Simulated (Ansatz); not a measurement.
SiB2Mo2 in space group Cmmm (No. 65; Si on 2a, Mo on 4j, B on 4i), PBE (plane waves, PAW; program Ansatz), all energies at zero smearing, with the estimated change up to a 700 eV cutoff added, with one set of potentials and settings (totals compare only within such a set). Cell of 5 atoms (1 Si, 2 Mo, 2 B): -10861.435 eV.

| element | reference phase | E (eV/atom) |
|---|---|---|
| Si | Fd-3m, 2 atoms in the cell | -635.8096 |
| Mo | Im-3m, 1 atoms in the cell | -4956.0212 |
| B | R-3m, 12 atoms in the cell | -155.9161 |

Formation energy per atom, worked out: (-10861.435 − 1×(-635.8096) − 2×(-4956.0212) − 2×(-155.9161))/5 = -0.350 eV/atom (-34 kJ per mol of atoms), at 0 K, without zero-point energy or fitted corrections.

The start of the workflow was typed in or built on a structure type; neither database checked (COD, Materials Project) lists it. Whether it is the stable phase at ambient conditions was not checked. The PBE relaxation kept the symmetry of its start; whether a distortion lowers the energy is not shown. No spin polarisation was allowed. The references are the lowest solids computed at this level, not always the standard phases.

Potentials: the later of the program's two PAW sets.
